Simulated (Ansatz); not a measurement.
How much do the gradients of SrCaLaBiO6 depend on the method?

Cell: a computed structure from the Materials Project (it need not be an observed phase), atoms as given.

Space group P-4n2 (No. 118); a = 5.9771, c = 8.6366 Å.

```csv
site,Wyckoff,site symmetry,x,y,z
Sr,2d,2.22,0.5000,0.0000,0.2500
Ca,2b,-4..,0.0000,0.0000,0.5000
La,2c,2.22,0.0000,0.5000,0.2500
Bi,2a,-4..,0.0000,0.0000,0.0000
O9,4e,2..,0.0000,0.0000,0.2436
O13,8i,1,0.3200,0.1570,0.9866
```

One atom of each set is listed.

First run. All values are calculated (Ansatz; DFT, PBE, plane waves and PAW, scalar-relativistic, 420 eV cutoff, Γ-centred 4×4×3 k-points, Fermi–Dirac smearing 0.02 eV), not measured.

```json
{"site": "Sr", "V_zz (10²¹ V/m²)": "-8.57", "η": "1.00"}
{"site": "Ca", "V_zz (10²¹ V/m²)": "-1.31", "η": "0.00"}
{"site": "La", "V_zz (10²¹ V/m²)": "32.4", "η": "0.70"}
{"site": "Bi", "V_zz (10²¹ V/m²)": "-5.38", "η": "0.00"}
{"site": "O9", "V_zz (10²¹ V/m²)": "6.23", "η": "0.43"}
{"site": "O13", "V_zz (10²¹ V/m²)": "8.37", "η": "0.30"}
```

Second run. The same atoms and settings, except that the functional is r2SCAN and the cutoff is 500 eV.

**Question.** What does the second run give?

**Answer.** 

| site | V_zz | η | change of V_zz |
| --- | --- | --- | --- |
| Sr | 8.85 | 1.00 | – |
| Ca | -1.40 | 0.00 | -0.09 |
| La | 33.1 | 0.69 | +0.73 |
| Bi | -5.50 | 0.00 | -0.12 |
| O9 | 6.34 | 0.42 | +0.11 |
| O13 | 8.61 | 0.29 | +0.24 |

The largest change of V_zz along a kept axis is on La, from 32.4 to 33.1. In per cent, |V_zz| changes by +7 on Ca, +2 on La, +2 on Bi, +2 to +3 on O (all sites that start above 0.5, bar those whose gradient vanishes or changes sign or whose main axis turns by over 40°). On Sr the largest principal value lies along another axis in the second run, so the two V_zz can't be compared directly.

Spin–orbit coupling is left out, which shifts gradients on Bi by a few per cent, and by more where contributions nearly cancel.
For the second run: At this cell the principal stresses reach 5 GPa in size with r2SCAN, which can matter for small gradients. The largest force is 0.5 eV/Å, so the atoms aren't at the calculated equilibrium and relaxing them would move these values.
